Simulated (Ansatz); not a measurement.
BeSe, first-principles data

BeSe:
```xyz
4
Lattice="3.6503 0.0000 0.0000 -1.8252 3.1613 0.0000 0.0000 0.0000 6.0190" Properties=species:S:1:pos:R:3 pbc="T T T"
Be     0.0000     2.1075     6.0160
Se     1.8252     1.0538     0.7554
Be     1.8252     1.0538     3.0065
Se     0.0000     2.1075     3.7649
```

Space group P6_3mc (No. 186), wurtzite; conventional cell a = 3.650 Å, b = 3.650 Å, c = 6.019 Å, α = 90.00°, β = 90.00°, γ = 120.00°.

Method: plane-wave PAW PBE (Ansatz code). Structure relaxed to zero pressure with the same functional. Other levels are named where they apply.

Cell and energy:

| Item | Value |
|---|---|
| Volume per atom | 17.36 Å³ |
| Density | 4.21 g/cm³ |
| Formation energy from the elements (no fitted shifts) | -0.79 eV/atom |

Electronic structure:

| Quantity | Value |
|---|---|
| Band gap | 3.31 eV (indirect) |
| Valence-band maximum | at Γ |
| Conduction-band minimum | on the L–M line, 23 % of the way from L (6 equivalent valleys) |
| Smallest direct gap on the standard path | 3.96 eV |
| Electron effective mass | 0.29, 0.29, 6.6 mₑ (principal values) |
| Hole effective mass, band 1 of 2 at the edge | 1.2 along x, 1.1 along z (mₑ) |
| Hole effective mass, band 2 of 2 at the edge | 0.20 along x, 1.1 along z (mₑ) |
| Gap with spin–orbit coupling | 3.16 eV |

Mechanics:

| Property | Value |
|---|---|
| Bulk modulus (Birch–Murnaghan fit) | 748 kbar |
| Pressure derivative B′ | 3.9 |

The start of the workflow was typed in or built on a structure type; neither database checked (COD, Materials Project) lists it. COD files the formula under space group No. 216. Its standing as an ambient phase is unchecked. The cell was relaxed with PBE under the symmetry of its start; its stability against distortions is not shown here. The references are the lowest solids computed at this level, not always the standard phases. Scalar-relativistic: spin–orbit coupling is off unless named, which matters more the heavier the elements.

Potentials: the earlier of the program's two PAW sets.
